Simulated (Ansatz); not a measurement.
Nb:
```yaml
crystal:
  lattice:
    - [-1.63335, 1.63335, 1.63335]
    - [1.63335, -1.63335, 1.63335]
    - [1.63335, 1.63335, -1.63335]
  atoms:
    - { symbol: Nb, position: [0.00000, 0.00000, 0.00000] }
```

Relaxed with PBE+D3(BJ). Special points in fractions of this cell's reciprocal vectors: Γ (0.000, 0.000, 0.000); H (0.500, -0.500, 0.500); N (0.000, 0.000, 0.500); P (0.250, 0.250, 0.250).

Problem. List the band energies nearest the Fermi level at these points for PBE+D3(BJ) in the plane-wave PAW code Ansatz.

Solution. In eV from the Fermi level; about four levels below and three above (degenerate sets whole), none deeper than 8.9 eV; … stands for higher levels left out; points with the same levels are listed once.

| k | below | above |
|---|---|---|
| Γ | -5.95 | 0.36 0.36 0.36 |
| H | -3.91 -3.91 | … |
| N | -3.85 -1.75 | 2.47 3.44 … |
| P | -1.10 -1.10 -1.10 | … |

Space group Im-3m (bcc (W type)). Symmetry was held in the PBE+D3(BJ) relaxation. The run is not spin-polarised. The pairwise dispersion correction was not fitted to metals. Spin–orbit coupling is left out wherever it is not named.

Potentials: the later of the program's two PAW sets.
